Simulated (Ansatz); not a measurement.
Relaxed-ion elastic tensor of Nb2SiN in space group P6_3/mmc (No. 194; Si on 2d, Nb on 4f, N on 2a) in GPa (Voigt order), the program Ansatz at the r²SCAN level (PAW); density 6.90 g/cm³, 13.71 Å³ per atom.

```
 282   168   191   0.0   0.0   0.0
 168   282   191   0.0   0.0   0.0
 191   191   330   0.0   0.0   0.0
 0.0   0.0   0.0   177   0.0   0.0
 0.0   0.0   0.0   0.0   177   0.0
 0.0   0.0   0.0   0.0   0.0  56.6
```

### Question
Is the crystal mechanically stable?

### Answer
Yes: the smallest eigenvalue of C is 56.6 GPa.

### Question
Work out the Voigt, Reuss and Hill averages.

### Answer
K_V = 221, K_R = 218, K_H = 220; G_V = 105, G_R = 78.0, G_H = 91.6 GPa.

### Question
Give Young's modulus, Poisson's ratio, Pugh's ratio and the universal anisotropy index.

### Answer
E = 9KG/(3K + G) = 241 GPa; ν = 0.32; K/G = 2.40 (ductile by the Pugh limit of 1.75); A_U = 5G_V/G_R + K_V/K_R − 6 = 1.76.

### Question
Estimate the sound speeds and the Debye temperature.

### Answer
v_l = √((K + 4G/3)/ρ) = 7040 m/s, v_t = √(G/ρ) = 3640 m/s, mean 4080 m/s; Θ = (h/k)(3n/4πV)^(1/3) v_m = 507 K.

### Question
Solve the Christoffel equation for the three sound speeds along x, y, z.

### Answer
Eigenvalues of C_ijkl n_j n_l equal ρv². In km/s, slowest first: x 2.86, 5.07, 6.39; y 2.86, 5.07, 6.39; z 5.07, 5.07, 6.92.

### Question
How much does each axis shrink under pressure?

### Answer
Linear compressibilities β_i = Σ_j S_ij (j = 1 to 3): x 1.8, y 1.8, z 0.91 per TPa.

The start of the workflow was typed in or built on a structure type; neither database checked (COD, Materials Project) lists it. Whether it is the stable phase at ambient conditions was not checked. The r²SCAN relaxation kept the symmetry of its start; whether a distortion lowers the energy is not shown. The workflow began spin-polarised and lost its moments. As this level gives no gap, shear constants depend on the k-mesh and smearing (Fermi–Dirac, 0.1 eV here). On the denser mesh and wider smearing of the elastic run this cell carries a stress of 0.4 GPa.

Potentials: the earlier of the program's two PAW sets.
